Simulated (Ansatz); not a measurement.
Harmonic vibrational thermodynamics of TiN (rock salt, Fm-3m) at fixed volume, PBE in the plane-wave PAW code Ansatz. The rows extrapolate the 0 K crystal and know nothing of melting or changes of phase.

```json
[
 {"T (K)": "50", "F_vib (meV/atom)": "70.9", "S (J/K per mol of atoms)": "0.3", "C_V (J/K per mol of atoms)": "1.1"},
 {"T (K)": "100", "F_vib (meV/atom)": "70.3", "S (J/K per mol of atoms)": "2.4", "C_V (J/K per mol of atoms)": "5.8"},
 {"T (K)": "200", "F_vib (meV/atom)": "[?]", "S (J/K per mol of atoms)": "[?]", "C_V (J/K per mol of atoms)": "14.1"},
 {"T (K)": "300", "F_vib (meV/atom)": "51.4", "S (J/K per mol of atoms)": "15.8", "C_V (J/K per mol of atoms)": "18.7"},
 {"T (K)": "400", "F_vib (meV/atom)": "31.9", "S (J/K per mol of atoms)": "[?]", "C_V (J/K per mol of atoms)": "[?]"},
 {"T (K)": "600", "F_vib (meV/atom)": "-22.6", "S (J/K per mol of atoms)": "30.6", "C_V (J/K per mol of atoms)": "23.1"},
 {"T (K)": "800", "F_vib (meV/atom)": "-93.3", "S (J/K per mol of atoms)": "37.3", "C_V (J/K per mol of atoms)": "23.8"},
 {"T (K)": "1000", "F_vib (meV/atom)": "[?]", "S (J/K per mol of atoms)": "42.7", "C_V (J/K per mol of atoms)": "[?]"}
]
```

Task: Fill in the missing entries.

Result: 
- 200, S (J/K per mol of atoms): 9.2
- 200, F_vib (meV/atom): 64.4
- 400, C_V (J/K per mol of atoms): 21.0
- 400, S (J/K per mol of atoms): 21.6
- 1000, C_V (J/K per mol of atoms): 24.2
- 1000, F_vib (meV/atom): -176.4

The cell was relaxed with PBE under the symmetry of its start; phonons on a q-mesh show no instability. No spin polarisation was allowed.

Potentials: the later of the program's two PAW sets.
